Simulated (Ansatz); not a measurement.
Si2Ni:
```
CELL_PARAMETERS angstrom
      0.00000     2.69414     2.69414
      2.69414     0.00000     2.69414
      2.69414     2.69414     0.00000
ATOMIC_POSITIONS crystal
  Si 0.25000 0.25000 0.25000
  Si 0.75000 0.75000 0.75000
  Ni 0.00000 0.00000 0.00000
```

Relaxed with PBEsol. Special points in fractions of this cell's reciprocal vectors: Γ (0.000, 0.000, 0.000); X (0.500, 0.000, 0.500); U (0.625, 0.250, 0.625); K (0.375, 0.375, 0.750); L (0.500, 0.500, 0.500); W (0.500, 0.250, 0.750).

Problem. List the band energies nearest the Fermi level at these points for PBEsol in the plane-wave PAW code Ansatz.

Solution. In eV from the Fermi level; about four levels below and three above (degenerate sets whole), none deeper than 8.9 eV; points with the same levels are listed once.

```tsv
k	below	above
Γ	-5.30 -5.30 -5.30 -3.58 -3.58 -0.22	1.73 1.73 1.73
X	-3.68 -3.68 -3.52 -3.16 -0.39	1.32 7.73 8.36 8.36
U	-3.87 -3.49 -2.97 -2.68	0.21 3.60 4.71
L	-3.39 -3.39 -1.49 -1.49	1.74 1.82 1.82
W	-3.80 -3.80 -3.68 -3.23 -2.47	2.25 2.25 4.56
```

Space group Fm-3m (fluorite or antifluorite type). The cell was relaxed with PBEsol under the symmetry of its start; of distortions, only those at the zone centre were tested. The run is not spin-polarised.

Potentials: the earlier of the program's two PAW sets.
